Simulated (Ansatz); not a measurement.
Mg:
```
Mg
1.0
    3.14658     0.00000     0.00000
   -1.57329     2.72502     0.00000
    0.00000     0.00000     5.03802
Mg
2
Direct
  0.33333   0.66667   0.25000
  0.66667   0.33333   0.75000
```

Relaxed with LDA. Special points in fractions of this cell's reciprocal vectors: Γ (0.000, 0.000, 0.000); M (0.500, 0.000, 0.000); K (0.333, 0.333, 0.000); A (0.000, 0.000, 0.500); L (0.500, 0.000, 0.500); H (0.333, 0.333, 0.500).

Question: List the band energies nearest the Fermi level at these points for the program Ansatz at the LDA level (PAW).

Answer: In eV from the Fermi level; about four levels below and three above (degenerate sets whole), none deeper than 8.9 eV; … stands for higher levels left out; points with the same levels are listed once.

```
k                    below                    above
-  -----------------------  -----------------------
Γ        -7.18 -1.66 -1.14  11.09 11.09 11.22 11.22
M              -2.25 -2.24           2.76 3.12 3.50
K        -0.69 -0.67 -0.67           4.26 4.26 4.55
A              -5.70 -5.70              5.41 5.41 …
L  -1.15 -1.15 -0.47 -0.47              8.20 8.20 …
H                        –      0.17 0.17 0.67 0.67
```

Space group P6_3/mmc (hcp (Mg type)). The cell was relaxed with LDA under the symmetry of its start.

Potentials: the earlier of the program's two PAW sets. The files were generated under PBE; for other functionals the program regenerates the frozen cores, and for LDA and PBEsol the local potential too.
